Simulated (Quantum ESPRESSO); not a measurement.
**Band energies of BaTiO3**

```
CELL_PARAMETERS angstrom
      4.00768     0.00000     0.00000
      0.00000     4.00768     0.00000
      0.00000     0.00000     4.00768
ATOMIC_POSITIONS crystal
  O  0.50000 0.00000 0.00000
  O  0.00000 0.50000 0.00000
  O  0.00000 0.00000 0.50000
  Ti 0.00000 0.00000 0.00000
  Ba 0.50000 0.50000 0.50000
```

norm-conserving PBEsol (Quantum ESPRESSO, 84 Ry, with spin-orbit coupling); path ΓXMΓRX,MR; energies in eV from the valence-band maximum.

```csv
k (1/Å),point,band 40,band 41,band 42,band 43,band 44,band 45,band 46,band 47
0.00,Γ,-0.07,1.76,1.76,1.76,1.76,1.79,1.79,4.01
0.39,,-0.42,1.83,1.83,2.73,2.73,2.75,2.75,4.01
0.78,X,-0.68,1.90,1.90,3.52,3.52,3.54,3.54,4.02
0.98,,-0.90,2.19,2.19,3.53,3.53,3.56,3.56,4.30
1.57,M,-0.06,3.54,3.54,3.56,3.56,3.97,3.97,4.85
1.94,,-0.31,3.12,3.12,3.22,3.22,3.54,3.54,4.73
2.49,,-0.20,1.90,1.90,1.95,1.95,2.04,2.04,4.11
2.68,Γ,-0.07,1.76,1.76,1.76,1.76,1.79,1.79,4.01
3.02,,-0.40,2.27,2.27,2.33,2.33,2.35,2.35,4.66
3.36,,-0.60,3.19,3.19,3.20,3.20,3.22,3.22,5.98
3.86,,-0.05,4.14,4.14,4.14,4.14,4.15,4.15,6.89
4.03,R,0.00,4.21,4.21,4.21,4.21,4.23,4.23,6.72
4.35,,-0.15,3.90,3.90,4.02,4.02,4.03,4.03,6.85
4.67,,-0.66,3.06,3.06,3.67,3.67,3.70,3.70,5.55
5.14,X,-0.68,1.90,1.90,3.52,3.52,3.54,3.54,4.02
5.14,M,-0.06,3.54,3.54,3.56,3.56,3.97,3.97,4.85
5.46,,-0.04,3.75,3.75,3.76,3.76,4.06,4.06,5.87
5.93,R,0.00,4.21,4.21,4.21,4.21,4.23,4.23,6.72
```

The PBEsol gap is indirect, 1.76 eV, from R to Γ; the smallest direct gap is 1.83 eV.

The cell is held in this high symmetry; tilts and polar distortions were not searched.

Geometry of the Materials Project entry, not relaxed at this level.

This is not the ordinary phase of the substance.
